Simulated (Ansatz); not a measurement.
Si$_{3}$N$_{4}$ (P6_3/m), relaxed with PBE (Ansatz, an electronic-structure program, plane waves, PAW): a = 7.663 Å, b = 7.663 Å, c = 2.926 Å, α = 90.00°, β = 90.00°, γ = 120.00°.

```
Quantity        Value
--------------  -----
gap (eV)         4.25
ΔH_f (eV/atom)  -1.05
```

Q: The same phase is relaxed and computed with r²SCAN in the same code. What are the cell and these values now?

A: a = 7.6055 Å, b = 7.6055 Å, c = 2.9055 Å, α = 90.00°, β = 90.00°, γ = 120.00°.

- gap (eV): 4.99
- ΔH_f (eV/atom): -1.27

All cells were relaxed under the symmetry of their starts (and spin orders); stability against distortions was not tested throughout.

Potentials: the earlier of the program's two PAW sets.

Ansatz is a plane-wave DFT program.

Formation energies count from the lowest solids of the elements computed at the same level, not from gases.
